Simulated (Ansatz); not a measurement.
K₃GaF₆:
```
CELL_PARAMETERS angstrom
      0.00000     4.38538     4.38538
      4.38538     0.00000     4.38538
      4.38538     4.38538     0.00000
ATOMIC_POSITIONS crystal
  K  0.25000 0.25000 0.25000
  K  0.75000 0.75000 0.75000
  K  0.50000 0.50000 0.50000
  Ga 0.00000 0.00000 0.00000
  F  0.78400 0.21600 0.21600
  F  0.21600 0.78400 0.78400
  F  0.21600 0.78400 0.21600
  F  0.78400 0.21600 0.78400
  F  0.21600 0.21600 0.78400
  F  0.78400 0.78400 0.21600
```

Relaxed with HSE06. Special points in fractions of this cell's reciprocal vectors: Γ (0.000, 0.000, 0.000); X (0.500, 0.000, 0.500); U (0.625, 0.250, 0.625); K (0.375, 0.375, 0.750); L (0.500, 0.500, 0.500); W (0.500, 0.250, 0.750).

Q: List the band energies nearest the valence-band maximum at these points for plane-wave PAW HSE06 (Ansatz code).

A: In eV from the valence-band maximum; about four levels below and three above (degenerate sets whole), none deeper than 8.9 eV; points with the same levels are listed once.

| k | below | above |
|---|---|---|
| Γ | -0.43 -0.43 -0.43 0.00 0.00 0.00 | 8.16 11.64 11.64 |
| X | -0.49 -0.49 -0.49 -0.26 -0.26 -0.01 | 10.48 10.68 11.63 |
| U | -0.32 -0.22 -0.20 -0.05 | 10.59 10.94 11.25 |
| L | -0.24 -0.24 -0.10 -0.10 -0.09 | 10.07 10.47 12.47 12.47 |
| W | -0.30 -0.26 -0.11 -0.11 | 10.70 11.15 11.15 |

Space group Fm-3m. The first step of the workflow began from a Materials Project structure, measured or hypothetical; the Crystallography Open Database files this formula in space group No. 225, but the cells were not matched. Whether it is the stable phase at ambient conditions was not checked. Symmetry was held in the HSE06 relaxation; its stability against distortions is not shown here. The hybrid was solved on a coarse mesh, the path and, where they were found, the r²SCAN edge points; its band edges are the extreme levels among these. Scalar-relativistic: spin–orbit coupling is off unless named, which matters more the heavier the elements.

Potentials: the later of the program's two PAW sets.
